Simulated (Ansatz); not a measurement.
CdSe with an Se vacancy: do the settings matter for the field gradients?

This input was run with Ansatz:

```yaml
crystal:
  lattice:
    - [8.6, 0.0, 0.0]
    - [-4.3, 7.4478184726, 0.0]
    - [0.0, 0.0, 14.04]
  atoms:
    - { symbol: Cd, position: [0.1666666666, 0.3333333334, 0.0] }
    - { symbol: Cd, position: [0.1666666666, 0.3333333334, 0.5] }
    - { symbol: Cd, position: [0.1666666666, 0.8333333334, 0.0] }
    - { symbol: Cd, position: [0.1666666666, 0.8333333334, 0.5] }
    - { symbol: Cd, position: [0.6666666666, 0.3333333334, 0.0] }
    - { symbol: Cd, position: [0.6666666666, 0.3333333334, 0.5] }
    - { symbol: Cd, position: [0.6666666666, 0.8333333334, 0.0] }
    - { symbol: Cd, position: [0.6666666666, 0.8333333334, 0.5] }
    - { symbol: Cd, position: [0.3333333334, 0.1666666666, 0.25] }
    - { symbol: Cd, position: [0.3333333334, 0.1666666666, 0.75] }
    - { symbol: Cd, position: [0.3333333334, 0.6666666666, 0.25] }
    - { symbol: Cd, position: [0.3333333334, 0.6666666666, 0.75] }
    - { symbol: Cd, position: [0.8333333334, 0.1666666666, 0.25] }
    - { symbol: Cd, position: [0.8333333334, 0.1666666666, 0.75] }
    - { symbol: Cd, position: [0.8333333334, 0.6666666666, 0.25] }
    - { symbol: Cd, position: [0.8333333334, 0.6666666666, 0.75] }
    - { symbol: Se, position: [0.1666666666, 0.3333333334, 0.6925] }
    - { symbol: Se, position: [0.1666666666, 0.8333333334, 0.1925] }
    - { symbol: Se, position: [0.1666666666, 0.8333333334, 0.6925] }
    - { symbol: Se, position: [0.6666666666, 0.3333333334, 0.1925] }
    - { symbol: Se, position: [0.6666666666, 0.3333333334, 0.6925] }
    - { symbol: Se, position: [0.6666666666, 0.8333333334, 0.1925] }
    - { symbol: Se, position: [0.6666666666, 0.8333333334, 0.6925] }
    - { symbol: Se, position: [0.3333333334, 0.1666666666, 0.4425] }
    - { symbol: Se, position: [0.3333333334, 0.1666666666, 0.9425] }
    - { symbol: Se, position: [0.3333333334, 0.6666666666, 0.4425] }
    - { symbol: Se, position: [0.3333333334, 0.6666666666, 0.9425] }
    - { symbol: Se, position: [0.8333333334, 0.1666666666, 0.4425] }
    - { symbol: Se, position: [0.8333333334, 0.1666666666, 0.9425] }
    - { symbol: Se, position: [0.8333333334, 0.6666666666, 0.4425] }
    - { symbol: Se, position: [0.8333333334, 0.6666666666, 0.9425] }
total_charge: 2
kpoints:
  mp_grid: { grid: [3, 3, 2] }
scf:
  occupations: { method: fermi_dirac, width: 0.01 }
  algorithm: density_mixing
  convergence: { dr2_threshold: 1.0e-11 }
hamiltonian:
  xc: pbe
  pseudopotentials: { kind: paw }
output:
  forces: true
  stress: true
  populations: true
  efg: { contact_densities: true }
accuracy: medium
```

It converged. Of its output the block on the nuclei alone is shown, without the SCF iterations, energies, forces and stress (one atom of each set, the first 14 sets):

```
--- PAW observables at the nuclei: V_zz in 10²¹ V/m², potentials from the cell's mean, atoms counted from 1 ---
  atom   1  Cd V_zz =   +20.952528   η = 0.0000   by run symmetry: allowed
            electrostatic potential = -7703.477563 V   contact ρ = 1035921.901109 e/Å³
  atom   2  Cd V_zz =    +2.261702   η = 0.0000   by run symmetry: allowed
            electrostatic potential = -7704.027863 V   contact ρ = 1035907.673829 e/Å³
  atom   3  Cd V_zz =    +4.035046   η = 0.1836   by run symmetry: allowed
            electrostatic potential = -7704.024619 V   contact ρ = 1035908.623167 e/Å³
  atom   4  Cd V_zz =    +2.231978   η = 0.5145   by run symmetry: allowed
            electrostatic potential = -7704.039732 V   contact ρ = 1035908.712005 e/Å³
  atom   9  Cd V_zz =   +18.656038   η = 0.0944   by run symmetry: allowed
            electrostatic potential = -7703.200721 V   contact ρ = 1035920.868582 e/Å³
  atom  10  Cd V_zz =    +4.585769   η = 0.0364   by run symmetry: allowed
            electrostatic potential = -7704.122875 V   contact ρ = 1035909.416522 e/Å³
  atom  15  Cd V_zz =    +1.346527   η = 0.0000   by run symmetry: allowed
            electrostatic potential = -7703.859412 V   contact ρ = 1035907.728941 e/Å³
  atom  16  Cd V_zz =    +2.792914   η = 0.0000   by run symmetry: allowed
            electrostatic potential = -7704.185097 V   contact ρ = 1035908.758517 e/Å³
  atom  17  Se V_zz =    -1.358154   η = 0.0000   by run symmetry: allowed
            electrostatic potential = -4709.766153 V   contact ρ = 262876.772160 e/Å³
  atom  18  Se V_zz =   +14.047326   η = 0.3907   by run symmetry: allowed
            electrostatic potential = -4709.197822 V   contact ρ = 262878.510148 e/Å³
  atom  19  Se V_zz =    +0.234738   η = 0.6500   by run symmetry: allowed
            electrostatic potential = -4709.709382 V   contact ρ = 262877.312341 e/Å³
  atom  24  Se V_zz =    +9.402478   η = 0.0406   by run symmetry: allowed
            electrostatic potential = -4709.420125 V   contact ρ = 262878.141797 e/Å³
  atom  25  Se V_zz =    +8.184954   η = 0.1949   by run symmetry: allowed
            electrostatic potential = -4709.485543 V   contact ρ = 262877.960480 e/Å³
  atom  30  Se V_zz =    -0.831239   η = 0.0000   by run symmetry: allowed
            electrostatic potential = -4709.733640 V   contact ρ = 262876.310262 e/Å³
```

(1) Can these gradients be trusted, and how do they compare with a run on standard settings?

## Answers

(1) They agree with the standard run. Against the standard input the change is `scf.algorithm`: not typed → density_mixing; `accuracy`: not typed → medium; `scf.convergence.dr2_threshold`: not typed → 1e-11. A site carries the number of its first atom; V_zz in 10²¹ V/m².

| site | atom | V_zz standard | η standard | V_zz here | η here |
| --- | --- | --- | --- | --- | --- |
| Cd1 | 1 | 21.0 | 0.00 | 21.0 | 0.00 |
| Cd2 | 2 | 2.26 | 0.00 | 2.26 | 0.00 |
| Cd4 | 4 | 2.23 | 0.51 | 2.23 | 0.51 |
| Cd9 | 9 | 18.66 | 0.09 | 18.66 | 0.09 |
| Cd10 | 10 | 4.59 | 0.04 | 4.59 | 0.04 |
| Cd15 | 15 | 1.35 | 0.00 | 1.35 | 0.00 |
| Se17 | 17 | -1.36 | 0.00 | -1.36 | 0.00 |
| Se18 | 18 | 14.05 | 0.39 | 14.05 | 0.39 |
| Se19 | 19 | 0.23 | 0.65 | 0.23 | 0.65 |
| Se24 | 24 | 9.40 | 0.04 | 9.40 | 0.04 |
| Se25 | 25 | 8.18 | 0.19 | 8.18 | 0.19 |
| Se31 | 31 | -2.05 | 0.00 | -2.05 | 0.00 |

All printed values agree. The table leaves out 3 of the 15 sites, with |V_zz| up to 4.04; their tensors move by 0.01 at most along any direction. SCF iterations: 13 and 21.

On the reference run: The run isn't spin-polarised, and a state with spin may lie lower. The defect repeats with the cell of 31 atoms, so it feels its images: sites between two images don't show the values beside a lone defect, and zeros or small values of η there can come from the images' arrangement. Cd and Se carry a gradient in the pure host already, so the values there aren't the defect's effect alone. A uniform background compensates the cell's charge. The defect cell has no gap above 0.1 eV on its mesh, so the values can hang on the smearing and the k-mesh. Without spin–orbit coupling (the program notes it for Cd) the gradients can shift somewhat, as the gap is small. The neighbours have not yet relaxed around the defect (largest force 0.90 eV/Å), so a real crystal will differ.
